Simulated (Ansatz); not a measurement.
Polymorphs of Bi, each relaxed with DFT-PBEsol in the program Ansatz with PAW potentials:

A: P4/nmm
a = 4.5201 Å, b = 4.5201 Å, c = 3.2492 Å, α = 90.00°, β = 90.00°, γ = 90.00°

```csv
atom,site,symmetry,x,y,z
Bi,2c,4mm,0.0000,0.5000,0.4375
```

B: diamond (Fd-3m)
a = b = c = 7.1652 Å, α = β = γ = 90.00°

```tsv
atom	site	symmetry	x	y	z
Bi	8b	-43m	0.5000	0.5000	0.5000
```

Q: Order them by energy per atom at 0 K (lowest first) at the level PBEsol.

A: A (+0 meV/atom), B (+254 meV/atom)

Typed or built starts, not in the databases checked: B. Not the usual ambient phase: A; B. Unstable at this level: A; B. All cells were relaxed under the symmetry of their starts (and spin orders); stability against distortions was not tested throughout. Spin–orbit coupling is left out wherever it is not named.

Energies hold the estimated change up to a 700 eV cutoff; steps of a few meV lie near the error of the meshes.

Potentials: the later of the program's two PAW sets.
